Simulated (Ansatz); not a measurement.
A plane-wave DFT run in Ansatz 0.2.0 (scalar-relativistic PAW potentials unless the input names others): input and command.

```yaml
crystal:
  lattice:
    - [3.183096903, 0.0, 0.0]
    - [-1.5915484515, 2.7566427807, 0.0]
    - [0.0, 0.0, 5.1835829206]
  atoms:
    - { symbol: Ga, position: [0.6666666667, 0.3333333333, 0.4991072756] }
    - { symbol: Ga, position: [0.3333333333, 0.6666666667, 0.9991072756] }
    - { symbol: "N", position: [0.6666666667, 0.3333333333, 0.8758927244] }
    - { symbol: "N", position: [0.3333333333, 0.6666666667, 0.3758927244] }
basis:
  ecutwfc: 500
kpoints:
  mp_grid: { grid: [12, 12, 6] }
hamiltonian:
  xc: r2scan
scf:
  occupations: { method: fermi_dirac, width: 0.3 }
  n_extra_bands: 0
  max_iter: 100
output:
  forces: true
  eigenvalues: true
  stress: true
```

```bash
ansatz run input.yaml --threads 8 --pin off --max-ram 20480MiB --backend cpu --events-out ev --progress --plain --runs-dir out
```

Q: What is wrong with this input?

A: The program refuses it, because of too few bands (scf.n_extra_bands: not typed → 0). Also changed, but not at fault: scf.occupations: {"method": "gaussian", "width": 0.02} → {"method": "fermi_dirac", "width": 0.3}. With the sound run's settings it is accepted.

Abridged log:
```
Error: inconsistent input (scf.n_extra_bands, scf.occupations.method): n_bands = 18 leaves no empty band above the 18 bands per channel that the deck's 36 electrons occupy, and the occupations search for the Fermi level (a smearing at a finite width, or tetrahedra): a level found among occupied bands alone can fill a metal as an insulator; raise scf.n_extra_bands until at least 19 bands are solved (omitted, it auto-derives to 24) (see scf.n_extra_bands in the input reference)
```

Cost: 1 run of about 0.0062 core-minutes, on Intel Xeon Processor @ 2.50GHz (Skylake/Cascade Lake) (shared hosts).